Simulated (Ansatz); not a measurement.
Input:

Mg3ZnO4:
```cif
data_Mg3O4Zn
_chemical_formula_sum 'Mg3 Zn1 O4'
_space_group_name_H-M_alt 'P 1'
_space_group_IT_number 1
_cell_length_a 2.99130
_cell_length_b 2.99130
_cell_length_c 8.44971
_cell_angle_alpha 90.000
_cell_angle_beta 90.000
_cell_angle_gamma 90.000
loop_
_space_group_symop_operation_xyz
  'x, y, z'
loop_
_atom_site_label
_atom_site_type_symbol
_atom_site_fract_x
_atom_site_fract_y
_atom_site_fract_z
_atom_site_occupancy
Mg1 Mg 0.50000 0.50000 0.75106 1
Mg2 Mg 0.50000 0.50000 0.24894 1
Mg3 Mg 0.00000 0.00000 0.50000 1
Zn1 Zn 0.00000 0.00000 0.00000 1
O1 O 0.00000 0.00000 0.25203 1
O2 O 0.00000 0.00000 0.74797 1
O3 O 0.50000 0.50000 0.00000 1
O4 O 0.50000 0.50000 0.50000 1
```

This is the PBEsol-relaxed structure.

### Question
All from PBEsol (plane waves, PAW; program Ansatz), unless another level is named. Predict the Debye temperature from the elastic constants.

### Answer
773 K.

### Question
Predict the highest zone-centre frequency (without LO–TO term).

### Answer
597 cm^-1.

Space group P4/mmm. The workflow started from a Materials Project entry (that database holds measured and hypothetical structures alike); the Crystallography Open Database copy checked does not list it. With Mg and Zn taken as one species the cell has the higher symmetry Fm-3m, so it may be an ordered model of a mixed-site phase. Its standing as an ambient phase is unchecked. The cell was relaxed with PBEsol under the symmetry of its start; of distortions, only those at the zone centre were tested.

Potentials: the later of the program's two PAW sets.
